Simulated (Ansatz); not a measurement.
A trial cell of ZnGe2N2, before relaxation:

```xyz
5
Lattice="3.9979 0.0000 0.0000 -1.9990 3.4623 0.0000 0.0000 0.0000 6.5396" Properties=species:S:1:pos:R:3 pbc="T T T"
Zn    0.0000    0.0000    0.0000
Ge    0.0000    2.3082    1.5935
Ge    1.9990    1.1541    4.9462
N     0.0000    2.3082    4.1507
N     1.9990    1.1541    2.3889
```

Computed with Ansatz, DFT PBE, scalar-relativistic, plane waves, PAW. Cutoff 420 eV, Gaussian smearing, Γ-centred meshes. Cell and atoms relax first on a coarse mesh and then on a finer one. In between, the cell is made exact in the group found at 0.06 Å. In metals the finer mesh still leaves noise of several meV/atom or more. The steps can't lower the symmetry of their start. No spin polarisation.

A guess keeps its type if space group and coordination stay and the shape of the cell changes little (axis ratios within about 15 %, angles within 6°); the volume may change.

Question: Does it keep its structure type, or change into something else?

Answer: It doesn't keep its type. The symmetry stays P-3m1 (No. 164). The volume per atom shrinks by 14.5 %, from 18.1 to 15.5 Å³. The shortest distance goes from 2.44 Å (Ge–N) to 1.89 Å (Ge–N). The ratio c/a of the conventional cell changes by a factor of 1.95. Counting neighbours within 15 % of an atom's shortest distance, the start has Ge 7, N 4, Zn 6 and the end Ge 3, N 3, Zn 12. In detail, at the end around Zn lie 6 Ge at 2.95 Å and 6 Zn at 3.04 Å; Ge is surrounded by 3 N at 1.89 Å and 3 Zn at 2.95 Å; around N lie 3 Ge at 1.89 Å.

```
Zn Ge N
1.0
     3.03729    0.00000    0.00000
    -1.51864    2.63037    0.00000
     0.00000    0.00000    9.68793
Zn Ge N
1 2 2
Cartesian
  0.0000 0.0000 0.0000
  0.0000 1.7536 2.3728
  1.5186 0.8768 7.3151
  0.0000 1.7536 6.6017
  1.5186 0.8768 3.0862
```

The zero of energy is the elements' standard structures at the same level (N₂ as a molecule); no fitted shifts are applied.

Question: At what energy does it end?

Answer: +0.33 eV/atom. The separate elements lie lower, so it is unstable against them.

The last run used a 12×12×4 mesh (in the run's order of axes) for its 5-atom cell and Gaussian smearing of 0.10 eV. Weakly bound directions are ill-defined at this level, which has no dispersion term. A structure relaxed within its symmetry needn't be a true minimum. Another cell of ZnGe2N2 relaxed alike, in C2, lies 14 meV/atom lower, so this cell isn't the stable form at this level.
